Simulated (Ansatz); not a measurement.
LaB:
```
CELL_PARAMETERS angstrom
      0.00000     2.83385     2.83385
      2.83385     0.00000     2.83385
      2.83385     2.83385     0.00000
ATOMIC_POSITIONS crystal
  La 0.00000 0.00000 0.00000
  B  0.50000 0.50000 0.50000
```

Relaxed with PBE. Special points in fractions of this cell's reciprocal vectors: Γ (0.000, 0.000, 0.000); X (0.500, 0.000, 0.500); U (0.625, 0.250, 0.625); K (0.375, 0.375, 0.750); L (0.500, 0.500, 0.500); W (0.500, 0.250, 0.750).

Question: List the band energies nearest the Fermi level at these points for DFT-PBE in the program Ansatz with PAW potentials.

Answer: In eV from the Fermi level; about four levels below and three above (degenerate sets whole), none deeper than 8.9 eV; points with the same levels are listed once.

```json
[
 {"k": "Γ", "below": "-6.37", "above": "1.12 1.12 1.12"},
 {"k": "X", "below": "-5.78 -0.14", "above": "0.68 1.17 1.17"},
 {"k": "U", "below": "-5.20 -0.69", "above": "0.24 0.32 1.73"},
 {"k": "L", "below": "-3.83 -2.44 -0.80 -0.80", "above": "2.60 2.84 2.84"},
 {"k": "W", "below": "-5.11 -0.65", "above": "0.09 0.09 2.45 2.45"}
]
```

Space group Fm-3m (rock salt). The start of the workflow was typed in or built on a structure type; neither database checked (COD, Materials Project) lists it. Whether it is the stable phase at ambient conditions was not checked. The PBE relaxation kept the symmetry of its start; whether a distortion lowers the energy is not shown. Its formation energy is positive at this level, so the cell may be metastable or incomplete. Scalar-relativistic: spin–orbit coupling is off unless named, which matters more the heavier the elements.

Potentials: the earlier of the program's two PAW sets.
